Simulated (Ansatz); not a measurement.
Starting cell, C (graphite type, space group P6_3/mmc):

```yaml
crystal:
  lattice:
    - [2.45537, 0.00000, 0.00000]
    - [-1.22769, 2.12641, 0.00000]
    - [0.00000, 0.00000, 6.67102]
  atoms:
    - { symbol: C, position: [0.00000, 0.00000, 0.25000] }
    - { symbol: C, position: [0.00000, 0.00000, 0.75000] }
    - { symbol: C, position: [0.33333, 0.66667, 0.25000] }
    - { symbol: C, position: [0.66667, 0.33333, 0.75000] }
```

In this cell atom 1 (C, nearest neighbour C at 1.418 Å; its periodic images, 2.5 Å or more away, move with it) is moved by s along Cartesian [110], unit vector (0.707, 0.707, 0.000); all other atoms and the cell stay fixed.

Calculation: r2SCAN+rVV10 (plane waves to 500 eV, PAW, scalar-relativistic; Ansatz, a program for electronic structure). k mesh 12×12×4 (Γ-centred), Fermi-Dirac smearing 0.05 eV. With partly filled bands, energies and forces of such displacements shift with the k mesh and the smearing. F∥ is the force on the atom along that direction. C was relaxed with its symmetry unable to fall. 

```
s (Å)   F∥ (eV/Å)
------  ---------
-0.140      8.894
-0.112      6.934
-0.084      5.059
-0.056      3.269
-0.028      1.568
0.000       0.000
0.028      -1.497
0.056      -2.974
0.084      -4.385
0.112      -5.717
0.140      -6.960
```

Question: What is the force constant k = d²E/ds² of this move at s = 0?

Answer: 54.4 eV/Å². The forces along the line at the two nearest points give (1.568 − (-1.497)) / (2·0.028) = 54.73 eV/Å²; the next pair corrects for the finite step.

(A displaced cell: forces are minus the slopes of the energy, force constants its curvatures, and phonons follow from these.)
